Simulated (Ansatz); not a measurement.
A geometry of Co away from equilibrium: step 11 of the relaxation of a randomly generated symmetric cell of Co (space group No. 65). All values below come from PBE (plane waves to 420 eV, PAW, scalar-relativistic; Ansatz, an electronic-structure program). Γ-centred k-mesh 14×14×13 on the run's cell (coarser than for final values), Fermi–Dirac smearing 0.05 eV.

```
CELL_PARAMETERS angstrom
      1.24609    -2.03696     0.00000
      1.24609     2.03696     0.00000
      0.00000     0.00000     2.32049
ATOMIC_POSITIONS crystal
  Co 0.50000 0.50000 0.00000
```
Spin-polarised start, with parallel moments on Co.

Which atoms carry the largest force, and which way does it point?

No atom: all forces are below 0.005 eV/Å; only the cell is out of equilibrium.

What is the pressure?

+4.1 GPa, compression positive.

How much energy per atom can still be gained by relaxing?

0.02 eV/atom; the path ends in P6/mmm (No. 191) (AFLOW prototype A_hP1_191_a (A_f, as in Sn)).

Spin state reached: ferromagnetic (net 1.79 μB/atom), from parallel starting moments; other spin orders were not run from this start.

The run could not lose the symmetry of its start, so the end can be a saddle point.

The end of the path is a generated cell of Co: the first start was made by a random draw of sites in a space group, and the end was not matched to a known phase here, so it may be hypothetical. Known forms of Co include space group No. 194.
